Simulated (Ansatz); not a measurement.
BeS:
```yaml
crystal:
  lattice:
    - [3.22560, 0.00000, 0.00000]
    - [-1.61280, 2.79345, 0.00000]
    - [0.00000, 0.00000, 2.92441]
  atoms:
    - { symbol: Be, position: [0.00000, 0.00000, 0.00000] }
    - { symbol: S, position: [0.66667, 0.33333, 0.50000] }
```

Relaxed with PBE. Special points in fractions of this cell's reciprocal vectors: Γ (0.000, 0.000, 0.000); M (0.500, 0.000, 0.000); K (0.333, 0.333, 0.000); A (0.000, 0.000, 0.500); L (0.500, 0.000, 0.500); H (0.333, 0.333, 0.500).

Q: List the band energies nearest the Fermi level at these points for the program Ansatz at the PBE level (PAW).

A: In eV from the Fermi level; about four levels below and three above (degenerate sets whole), none deeper than 8.9 eV; … stands for higher levels left out; points with the same levels are listed once.

| k | below | above |
|---|---|---|
| Γ | -1.34 -1.20 -1.20 | 3.12 5.12 5.12 |
| M | -7.63 -3.07 | 0.38 2.43 6.19 |
| K | -6.68 -6.15 | 0.67 6.08 6.19 |
| A | -8.16 | 0.32 0.32 5.15 |
| L | -6.35 -5.82 -0.98 -0.80 | 3.53 4.63 … |
| H | -6.02 -5.30 -3.54 -0.07 | 0.55 8.48 … |

Space group P-6m2. The cell is a constructed one: a structure type filled with these elements; neither database checked (COD, Materials Project) lists it. COD files the formula under space group No. 216, so this cell is another polymorph or a model. Whether it is the stable phase at ambient conditions was not checked. Symmetry was held in the PBE relaxation; whether a distortion lowers the energy is not shown.

Potentials: the later of the program's two PAW sets.
